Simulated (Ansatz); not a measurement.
Theory: DFT PBE, scalar-relativistic, plane waves, PAW in Ansatz 0.2.0.

Structure of As:

```
As
1.0
     1.90377    1.09914    3.61278
    -1.90377    1.09914    3.61278
     0.00000   -2.19829    3.61278
As
2
Direct
  0.77378 0.77378 0.77378
  0.22622 0.22622 0.22622
```

Settings: cutoff 420 eV, Γ-centred mesh 12×12×12 on the computed 2-atom cell, Gaussian smearing of 0.10 eV; no spin polarisation.

Levels along Γ–T–H2 | H0–L–Γ–S0 | S2–F–Γ, in eV from the Fermi level, sorted by energy at each point. Points in fractions of the primitive reciprocal vectors: Γ (0.000 0.000 0.000), T (0.500 0.500 0.500), H2 (0.772 0.228 0.500), H0 (0.500 -0.228 0.228), L (0.500 0.000 0.000), S0 (0.364 -0.364 0.000), S2 (0.636 0.000 0.364), F (0.500 0.000 0.500).
```tsv
point	k (1/Å, with 2π)	band 12	band 13	band 14	band 15	band 16	band 17	band 18
Γ	0.000	-6.14	-2.47	-1.89	-1.89	1.60	2.78	2.78
-	0.124	-6.41	-2.26	-1.89	-1.89	1.61	2.66	2.66
-	0.248	-7.03	-1.86	-1.86	-1.81	1.66	2.35	2.35
-	0.373	-7.78	-1.82	-1.82	-1.35	1.71	1.95	1.95
-	0.497	-8.53	-1.77	-1.77	-1.01	1.53	1.53	1.74
-	0.621	-9.17	-1.71	-1.71	-0.79	1.19	1.19	1.73
-	0.745	-9.62	-1.66	-1.66	-0.67	0.95	0.95	1.69
T	0.870	-9.79	-1.64	-1.64	-0.64	0.87	0.87	1.68
-	0.998	-9.77	-2.46	-1.84	0.01	0.42	1.16	2.28
-	1.126	-9.70	-3.54	-2.40	-0.01	0.46	2.15	3.12
-	1.254	-9.63	-4.48	-3.16	-0.26	0.71	3.37	3.79
-	1.382	-9.62	-5.16	-3.95	-0.47	0.93	4.23	4.35
-	1.510	-9.75	-5.50	-4.66	-0.74	1.13	4.56	4.86
-	1.638	-10.06	-5.45	-5.22	-1.07	1.23	4.91	5.01
H2	1.766	-10.47	-5.57	-5.07	-1.44	1.20	5.04	5.26
H0	1.766	-10.47	-5.57	-5.07	-1.44	1.20	5.04	5.26
-	1.874	-10.84	-5.65	-4.56	-1.75	1.07	4.89	5.22
-	1.981	-11.05	-5.50	-3.92	-2.04	0.90	4.49	4.55
-	2.089	-10.92	-5.13	-3.19	-2.30	0.72	3.50	3.92
-	2.197	-10.87	-4.56	-2.51	-2.40	0.55	2.34	3.25
-	2.304	-10.86	-3.85	-2.67	-1.59	0.43	1.18	2.52
-	2.412	-10.86	-3.11	-2.76	-0.85	0.18	0.37	1.82
L	2.520	-10.86	-2.80	-2.72	-0.49	-0.30	0.37	1.44
-	2.662	-10.39	-2.81	-2.69	-0.74	-0.06	0.57	1.50
-	2.804	-9.53	-2.83	-2.59	-1.06	0.33	1.05	1.70
-	2.947	-8.59	-2.80	-2.45	-1.39	0.82	1.63	1.98
-	3.089	-7.67	-2.68	-2.27	-1.71	1.37	2.16	2.31
-	3.231	-6.89	-2.49	-2.09	-1.97	1.81	2.40	2.59
-	3.373	-6.34	-2.43	-1.99	-1.95	1.75	2.63	2.74
Γ	3.516	-6.14	-2.47	-1.89	-1.89	1.60	2.78	2.78
-	3.687	-6.41	-2.44	-2.02	-2.00	1.84	2.44	2.83
-	3.859	-7.12	-2.70	-2.09	-2.02	1.70	2.09	2.79
-	4.031	-8.08	-3.38	-2.05	-1.80	0.97	1.60	3.13
-	4.202	-9.08	-4.17	-2.06	-1.83	0.72	1.13	3.74
-	4.374	-10.00	-4.90	-2.37	-2.30	1.20	1.26	4.47
-	4.546	-10.78	-5.48	-2.90	-2.88	1.94	2.13	5.24
S0	4.718	-10.69	-5.81	-3.40	-3.39	2.93	3.13	5.52
S2	4.718	-10.69	-5.81	-3.40	-3.39	2.93	3.13	5.52
-	4.782	-10.42	-5.86	-3.55	-3.54	3.29	3.34	5.11
-	4.846	-10.19	-5.87	-3.68	-3.67	3.10	3.75	5.11
-	4.910	-9.99	-5.85	-3.80	-3.75	2.69	4.15	5.42
-	4.974	-9.84	-5.81	-3.89	-3.81	2.26	4.51	5.82
-	5.038	-9.73	-5.76	-3.96	-3.85	1.91	4.82	6.21
-	5.102	-9.67	-5.72	-4.00	-3.87	1.68	5.02	6.50
F	5.166	-9.65	-5.71	-4.01	-3.87	1.60	5.09	6.61
-	5.325	-9.41	-5.52	-3.85	-3.80	1.66	4.96	6.01
-	5.484	-8.90	-5.02	-3.59	-3.35	1.81	4.51	4.64
-	5.644	-8.30	-4.37	-3.26	-2.47	1.99	2.95	4.20
-	5.803	-7.66	-3.68	-2.85	-1.43	1.50	2.27	3.73
-	5.962	-7.00	-3.01	-2.40	-1.18	1.37	2.17	3.28
-	6.122	-6.41	-2.50	-2.04	-1.76	1.75	2.38	2.92
Γ	6.281	-6.14	-2.47	-1.89	-1.89	1.60	2.78	2.78
```

Cost: 1 run of about 1.7 core-minutes, on Intel Xeon Processor @ 2.50GHz (Skylake/Cascade Lake) (shared hosts).